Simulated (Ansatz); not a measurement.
# InP, first-principles data

InP:
```
CELL_PARAMETERS angstrom
      4.13870     0.00000     0.00000
     -2.06935     3.58422     0.00000
      0.00000     0.00000     9.35244
ATOMIC_POSITIONS crystal
  In 0.00000 0.50000 0.33333
  In 0.50000 0.50000 0.66667
  In 0.50000 0.00000 0.00000
  P  0.00000 0.50000 0.83333
  P  0.50000 0.50000 0.16667
  P  0.50000 0.00000 0.50000
```

Space group P6_422 (No. 181); conventional cell a = b = 4.1387 Å, c = 9.3524 Å, α = β = 90.00°, γ = 120.00°.

Method: r²SCAN (plane waves, PAW; program Ansatz). Structure relaxed to zero pressure with the same functional. Other levels are named where they apply.

### Cell and energy

- Volume per atom = 23.12 Å³
- Density = 5.24 g/cm³
- Formation energy from the elements (no fitted shifts) = -0.19 eV/atom

### Electronic structure

Band gap: 0.41 eV (smallest direct gap 0.41 eV)
Valence-band maximum: on the Γ–M line, 4 % of the way from Γ
Conduction-band minimum: at Γ
Electron effective mass: 0.034, 0.071, 0.071 mₑ (principal values)
HSE06 gap on the r²SCAN cell: 0.66 eV
Gap with spin–orbit coupling: 0.40 eV

### Mechanics

- Bulk modulus (Birch–Murnaghan fit): 73.6 GPa
- Pressure derivative B′: 4.7

The start of the workflow was typed in or built on a structure type; neither database checked (COD, Materials Project) lists it. It is not the phase usual at ambient conditions (space group No. 216). Symmetry was held in the r²SCAN relaxation; whether a distortion lowers the energy is not shown. The references are the lowest solids computed at this level, not always the standard phases. Spin–orbit coupling is left out wherever it is not named.

Potentials: the earlier of the program's two PAW sets.
